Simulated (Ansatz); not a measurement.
BeS:
```cif
data_Be4S4
_chemical_formula_sum 'Be4 S4'
_space_group_name_H-M_alt 'Pnma'
_space_group_IT_number 62
_space_group_name_Hall '-P 2ac 2n'
_cell_length_a 5.80959
_cell_length_b 3.44433
_cell_length_c 5.90794
_cell_angle_alpha 90.000
_cell_angle_beta 90.000
_cell_angle_gamma 90.000
loop_
_atom_site_label
_atom_site_type_symbol
_atom_site_symmetry_multiplicity
_atom_site_Wyckoff_symbol
_atom_site_fract_x
_atom_site_fract_y
_atom_site_fract_z
_atom_site_occupancy
Be1 Be 4 c 0.14377 0.25000 0.40402 1
S1 S 4 c 0.27814 0.25000 0.08202 1
```

Relaxed with LDA.

Question: Give the optical modes at the zone centre with their infrared and Raman activity from DFPT, plane-wave PAW LDA (Ansatz code).

Answer: Transverse frequencies, without the LO–TO term; a row sums one degenerate level.

```tsv
ω (cm⁻¹)	degeneracy	IR ((D/Å)²/amu)	Raman (Å⁴/amu)	activity	symmetry
121	1	0.00	8.4	Raman	Ag
156	1	0.00	0	silent	Au
162	1	0.00	0.063	Raman	B3g
195	1	0.01	0	silent	B1u
213	1	0.00	0.16	Raman	B1g
213	1	0.00	7.7	Raman	B2g
247	1	0.00	44	Raman	Ag
314	1	5.37	0	IR	B3u
397	1	0.00	7.1	Raman	B2g
434	1	0.00	120	Raman	Ag
449	1	0.00	8.1	Raman	B2g
493	1	26.99	0	IR	B3u
550	1	4.52	0	IR	B1u
554	1	0.00	0	silent	Au
558	1	0.00	1.4	Raman	B1g
596	1	0.01	0	IR	B3u
599	1	34.27	0	IR	B2u
604	1	0.00	5.7	Raman	B3g
619	1	0.00	40	Raman	Ag
631	1	30.46	0	IR	B1u
656	1	0.00	1.5	Raman	B2g
```

Question: How high does the top mode go among those that the LO–TO term moves?

Answer: 590 cm⁻¹ for q along x, 691 cm⁻¹ for q along y, 716 cm⁻¹ for q along z.

The start of the workflow was typed in or built on a structure type; neither database checked (COD, Materials Project) lists it. COD files the formula under space group No. 216, so this cell is another polymorph or a model. Whether it is the stable phase at ambient conditions was not checked. The LDA relaxation kept the symmetry of its start; phonons on a q-mesh show no instability. The volume moved by 19 % from the start of the relaxation. A crystal of weakly bound layers computed without a dispersion correction: the cell and the soft elastic constants depend strongly on that.

Potentials: the earlier of the program's two PAW sets.
